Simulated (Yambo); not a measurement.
Yambo run on RbHS (space group P2_1/m, No. 11). The wavefunctions are PBEsol (Quantum ESPRESSO, PseudoDojo norm-conserving, 72 Ry, scalar-relativistic) ones on a 4×2×2 mesh (16 occupied bands); a = 4.5846 Å, b = 5.1452 Å, c = 6.8999 Å, α = γ = 90.00°, β = 101.59°.

Yambo input:

```
rim_cut
gw0
dyson
el_el_corr
HF_and_locXC
cohsex
em1s
RandQpts= 1000000
RandGvec= 1 Ry
EXXRLvcs= 72 Ry
VXCRLvcs= 288 Ry
Chimod= "HARTREE"
% BndsRnXs
 1 | 218 |
%
NGsBlkXs= 7 Ry
% LongDrXs
 1.0 | 1.0 | 1.0 |
%
ExtendOut
% QPkrange
 1 | 1 | 16 | 17 |
%
```

k points by index: 1 = Γ.

Resulting energies as the program prints them:

```
#    K-point    Band    Eo [eV]    E [eV]    E-Eo [eV]    Vxc [eV]    Vnlxc [eV]    Sc|Eo [eV]    Re(Z)    Im(Z)
#
    1    16    0.000000    -3.832200    -3.832200    -12.29203    -15.89775    -0.226488    1.000000    0.000000
    1    17    2.996616    2.837340    -0.159276    -7.234217    -3.391293    -4.002200    1.000000    0.000000
```
(The two width columns are left out.) Convergence of these settings isn't established.

Geometry of the Materials Project entry, not relaxed at this level.

The structure is a Materials Project entry; no match was found in the copy of COD used, and its stability was not checked.
